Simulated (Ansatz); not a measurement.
Here is the system:

TaRu (rock salt, space group No. 225), a = b = c = 5.2065 Å, α = β = γ = 90.00°; the cell used has 2 atoms.

This is the PBE-relaxed structure.

### Question
All from PBE in the plane-wave PAW code Ansatz, unless another level is named. Estimate the formation energy from the elements (no fitted shifts).

### Answer
0.34 eV/atom.

### Question
And the density of states at the Fermi level?

### Answer
0.66 states/eV per atom (mean over ±0.08 eV).

### Question
And the gap with spin–orbit coupling?

### Answer
none (metallic).

Space group Fm-3m (rock salt). The start of the workflow was typed in or built on a structure type; neither database checked (COD, Materials Project) lists it. COD files the formula under space group No. 123, 221, so this cell is another polymorph or a model. Its standing as an ambient phase is unchecked. Symmetry was held in the PBE relaxation; its stability against distortions is not shown here. No spin polarisation was allowed. Its formation energy is positive at this level, so the cell may be metastable or incomplete. The references are the lowest solids computed at this level, not always the standard phases. Spin–orbit coupling is left out wherever it is not named.

Potentials: the earlier of the program's two PAW sets.
